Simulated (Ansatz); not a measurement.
Space group Pm-3m (No. 221). a = 3.983 Å, b = 3.983 Å, c = 3.983 Å, α = 90.00°, β = 90.00°, γ = 90.00°
```
atom site symmetry x y z
  Ni    1a m-3m  0.0000  0.0000  0.0000
  Au    3c    4/mm.m  0.5000  0.0000  0.5000
```

Equation of state of this NiAu$_{3}$ structure (not necessarily the ground state), with shape and atoms relaxed at each volume where symmetry leaves them free. It has no gap at any of these volumes. These are results of DFT r2SCAN, scalar-relativistic, plane waves, PAW in Ansatz, not measurements.

Cutoff 500 eV; k points 10×10×10 on the computed 4-atom cell (Γ-centred); Gaussian smearing, width 0.10 eV; collinear spin.

```csv
V (Å³/atom),E − E(largest V) (meV/atom),P (GPa)
14.852,7.90,12.22
15.326,-17.92,5.47
15.800,-25.67,0.02
16.274,-18.81,-4.44
16.748,0.00,-8.07
```

Q: Fit a third-order Birch–Murnaghan equation to E(V).

A: V0 = 15.80 Å³/atom, B0 = 165 GPa, B0' = 5.9.

The state reached may not be the lowest one. Spin-orbit coupling is left out, which matters for the bands of heavy elements.

Cost: 5 runs of about 21 core-minutes in all, on Arm Neoverse V1 (shared hosts).